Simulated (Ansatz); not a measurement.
Here is the system:

ZnO:
```
ZnO
1.0
    3.23502     0.00000     0.00000
   -1.61751     2.80161     0.00000
    0.00000     0.00000     5.21142
Zn O
2 2
Cartesian
  1.61751   0.93387   2.60741
  0.00000   1.86774   0.00170
  1.61751   0.93387   4.58597
  0.00000   1.86774   1.98026
```

This is the r²SCAN-relaxed structure. Cartesian axes are those of the cell as given.

**Question.** All from plane-wave PAW r²SCAN (Ansatz code), unless another level is named. Estimate the highest zone-centre frequency (without LO–TO term).

**Answer.** 16.27 THz.

**Question.** And the Debye temperature from the elastic constants?

**Answer.** 399 K.

**Question.** Predict the piezoelectric stress constants (proper, relaxed ions, C/m²).

**Answer.** e15 = e24 = -0.50, e31 = e32 = -0.65, e33 = 1.28.

Space group P6_3mc (wurtzite). The cell was relaxed with r²SCAN under the symmetry of its start; of distortions, only those at the zone centre were tested.

Potentials: the earlier of the program's two PAW sets.
